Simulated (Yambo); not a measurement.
G0W0@LDA for RbCaH₃ (cubic perovskite, space group Pm-3m, No. 221) in Yambo. Reference settings: 4×4×4 Γ-centred k mesh, 162 bands and a 8 Ry block in the screening, 162 bands in G with the Bruneval-Gonze terminator, plasmon pole fitted at 27.2 eV. The LDA gap M → M on this mesh is 2.92 eV; G0W0 gaps are taken between the same points.

With and without the terminator, as bands are cut:

```
bands in G (in W)  gap, terminator (eV)  gap, none (eV)  valence shift, terminator (eV)  valence shift, none (eV)
-----------------  --------------------  --------------  ------------------------------  ------------------------
33 (33)                           5.569           5.581                          -1.140                    -0.889
56 (56)                           5.580           5.607                          -1.393                    -1.231
86 (86)                           5.612           5.637                          -1.535                    -1.419
123 (123)                         5.626           5.649                          -1.603                    -1.525
162 (162)                         5.635           5.654                          -1.641                    -1.584
```

Over this range the gap spans 0.066 eV with the terminator and 0.073 eV without, the valence shift 0.501 eV and 0.695 eV. Neither column has reached its limit for certain.

Geometry of the Materials Project entry, not relaxed at this level; primitive cell a = b = c = 4.5210 Å, α = β = γ = 90.00°.

A shift is the quasiparticle energy of the state minus its LDA energy.
